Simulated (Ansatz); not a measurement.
# S: two-dimensional strain map

Level of theory: DFT LDA, scalar-relativistic, plane waves, PAW (Ansatz 0.2.0). Settings: plane waves to 420 eV, k-mesh 20×20×20 (Γ-centred), Gaussian smearing 0.15 eV. No spin polarisation. Energies are free energies at this smearing, counted from the undisturbed cell; pressure is positive in compression.

Reference structure (as given, not relaxed at this level; it stands at -6.5 GPa; this fcc form isn't the usual structure):

```yaml
crystal:
  lattice:
    - [0.00000, 1.99435, 1.99435]
    - [1.99435, 0.00000, 1.99435]
    - [1.99435, 1.99435, 0.00000]
  atoms:
    - { symbol: S, position: [0.00000, 0.00000, 0.00000] }
```

The cell is strained by p along both x and y and by q along z, fractional coordinates fixed. Points are written (p, q).

Energy above the undisturbed cell in meV/atom (a dash: not computed):

```csv
p \ q,-0.030,-0.015,0.000,0.015,0.030
-0.030,?,-25.7,-26.7,?,-26.2
-0.015,-24.6,–,-16.5,–,?
0.000,-18.5,-9.5,0.0,9.9,20.0
0.015,-6.0,–,22.1,–,?
0.030,12.2,30.4,49.0,–,86.4
```

Q: Fill in the withheld energies.

A: (-0.030, -0.030): -23.8; (-0.030, 0.015): -26.9; (-0.015, 0.030): -6.1; (0.015, 0.030): 51.1.